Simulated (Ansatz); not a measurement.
A plane-wave DFT run in Ansatz 0.2.0 (scalar-relativistic PAW potentials unless the input names others): input and command.

```yaml
crystal:
  lattice:
    - [5.0776449346, -2.6637132853, -0.0348921578]
    - [5.2759251023, 3.0074540498, -0.0795679805]
    - [-0.0616569982, -0.0417207811, 5.2671815171]
  atoms:
    - { symbol: In, position: [0.3286098825, 0.6701692199, 0.9924971006] }
    - { symbol: In, position: [0.6740193652, 0.325616675, 0.4905669848] }
    - { symbol: Ga, position: [0.0017774812, 0.3359537366, 0.9920167572] }
    - { symbol: Ga, position: [0.663831517, 0.9942121176, 0.9917909348] }
    - { symbol: Ga, position: [0.987819195, 0.6688580751, 0.489544441] }
    - { symbol: Ga, position: [0.3338746289, 0.0111606083, 0.4958932914] }
    - { symbol: "N", position: [0.0294079253, 0.3370389388, 0.3558232506] }
    - { symbol: "N", position: [0.6684681243, 0.973770841, 0.3605898549] }
    - { symbol: "N", position: [0.9724300131, 0.6644664666, 0.8628080047] }
    - { symbol: "N", position: [0.3401136419, 0.0252909683, 0.8522757383] }
    - { symbol: "N", position: [0.3083519031, 0.6906586378, 0.3930670034] }
    - { symbol: "N", position: [0.6912963224, 0.302803715, 0.8991286383] }
kpoints:
  mp_grid: { grid: [6, 6, 6] }
hamiltonian:
  xc: pbe
scf:
  occupations: { method: fermi_dirac, width: 0.025 }
output:
  forces: true
  eigenvalues: true
  stress: true
```

```bash
ansatz run input.yaml --threads 2 --pin off --max-ram 5120MiB --backend cpu --events-out ev --progress --plain --runs-dir out
```

Abridged log:
```
Basis set: ecut = 420 eV, 3013 PW (Γ), exchange–correlation on 80×90×72 points (8 copies of the dense FFT grid, shifted against one another)
Bands: 66, of which v1, the nominal top of the filled ones, is band 54 counted from 1 (53 counted from 0)
Symmetry: 1 space group operations
k-points: 112 of 216 (time reversal used)
SCF iter   1: F=—  HF=-28634.121218 eV  |F-HF|=—  |Δ(HF+E_count)|=         —  Δρ=1.77e-3  dr2=3.16e-3  ethr=1.77e-3  ⟨swp⟩=6.0  Hψ=26797  notcnv=0  defer=21
SCF iter   2: F=—  HF=-28634.121829 eV  |F-HF|=—  |Δ(HF+E_count)|=   6.11e-4  Δρ=8.99e-4  dr2=7.96e-4  ethr=2.93e-6  ⟨swp⟩=2.0  Hψ=14814  notcnv=0  defer=454
SCF iter   3: F=—  HF=-28634.122084 eV  |F-HF|=—  |Δ(HF+E_count)|=   2.55e-4  Δρ=2.04e-4  dr2=4.26e-5  ethr=7.37e-7  ⟨swp⟩=2.0  Hψ=11551  notcnv=0  defer=152
automatic band count: iteration 3 solves 63 bands in place of 66: the levels show a gap, and the empty bands left out lie too high to hold charge; the band table lists the bands solved (type scf.n_extra_bands for more)
SCF iter   4: F=—  HF=-28634.122044 eV  |F-HF|=—  |Δ(HF+E_count)|=   4.08e-5  Δρ=8.67e-5  dr2=1.03e-5  ethr=3.94e-8  ⟨swp⟩=2.0  Hψ=12655  notcnv=0  defer=152
SCF iter   5: F=—  HF=-28634.122048 eV  |F-HF|=—  |Δ(HF+E_count)|=   4.17e-6  Δρ=2.37e-5  dr2=7.44e-7  ethr=9.52e-9  ⟨swp⟩=2.9  Hψ=12771  notcnv=0  defer=152
SCF iter   6: F=-28634.122048 eV  HF=-28634.122048 eV  |F-HF|=5.70e-8  |Δ(HF+E_count)|=   2.95e-7  Δρ=7.74e-6  dr2=8.33e-8  ethr=9.26e-11  ⟨swp⟩=8.3  Hψ=28811  notcnv=0
SCF 1 converged in 6 iterations: F = -28634.122048 eV  dr2 = 8.33e-8
SCF converged after 6 iterations
Free energy (F): -28634.122048 eV
Harris-Foulkes:  -28634.122048 eV  (|F-HF|=5.70e-8)
Internal energy: -28634.122048 eV  (E = F + TS)
E sigma→0 (E₀):  -28634.122048 eV
Fermi energy:    9.998870 eV
--- Forces (eV/Å), atoms counted from 1 ---
  atom   1  In     0.49699037     0.82248115    -0.61834652
  atom   2  In    -0.20544524    -0.46438305    -0.33467507
  atom   3  Ga     0.52922686    -0.18494086    -0.39915815
  atom   4  Ga     0.48261944    -0.04729712     0.11642022
  atom   5  Ga    -0.01481700    -0.66882278     0.21869402
  atom   6  Ga    -0.42122802    -0.29131463    -0.92314484
  atom   7  N     -0.12026587     0.33263744     0.58410867
  atom   8  N      0.32567962     0.63363646    -0.06746952
  atom   9  N     -0.32272187    -0.49492854    -0.21686691
  atom  10  N     -1.04456431     0.30510356     1.02357861
  atom  11  N      0.51641153     0.52221274     0.66769048
  atom  12  N     -0.22188026    -0.46436585    -0.05086687
--- Stress (GPa, compression-positive) ---
       -6.280575      -7.661050       2.390011
       -7.661051       6.124558       0.832424
        2.390011       0.832423       9.250377
  P = ⅓ Tr σ = 3.0315 GPa (30.315 kbar)
```

Apart from outputs and empty bands, the input differs from a reference run on usual settings in scf.occupations.method: "gaussian" → "fermi_dirac"; scf.occupations.width: 0.05 → 0.025; basis.ecutwfc: 420 → not typed. The reference, at the same geometry (not necessarily relaxed), gave pressure 3.03 GPa, largest force 1.494 eV/Å, gap on the mesh 0.72 eV. This run converged in 6 SCF iterations (reference: 6) with an energy at zero smearing within 0.01 meV/atom of the reference's, pressure 3.03 GPa, largest force 1.494 eV/Å, gap on the mesh 0.72 eV.

It took 63 s on 2 threads of AMD EPYC 7R43 64-Core Processor (Zen 3) (shared host), peak memory 1 GiB.